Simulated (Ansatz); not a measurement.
B$_{2}$W in space group P6_3/mmc (No. 194; B on 4f, B on 2b, B on 2d, W on 4f), the program Ansatz at the PBEsol level (PAW), all energies at zero smearing, with the estimated change up to a 700 eV cutoff added, with one set of potentials and settings (totals compare only within such a set). Cell of 12 atoms (8 B, 4 W): -42252.202 eV.

```json
[
 {"element": "B", "reference phase": "R-3m, 12 atoms in the cell", "E (eV/atom)": "-152.6698"},
 {"element": "W", "reference phase": "Im-3m, 1 atoms in the cell", "E (eV/atom)": "-10256.5620"}
]
```

Formation energy per atom, worked out: (-42252.202 − 8×(-152.6698) − 4×(-10256.5620))/12 = -0.383 eV/atom (-37 kJ per mol of atoms), at 0 K, without zero-point energy or fitted corrections.

The workflow started from a Materials Project entry (that database holds measured and hypothetical structures alike); the Crystallography Open Database files this formula in space group No. 194, but the cells were not matched. Whether it is the stable phase at ambient conditions was not checked. The PBEsol relaxation kept the symmetry of its start; whether a distortion lowers the energy is not shown. No spin polarisation was allowed. The references are the lowest solids computed at this level, not always the standard phases. Spin–orbit coupling is left out wherever it is not named.

Potentials: the later of the program's two PAW sets.
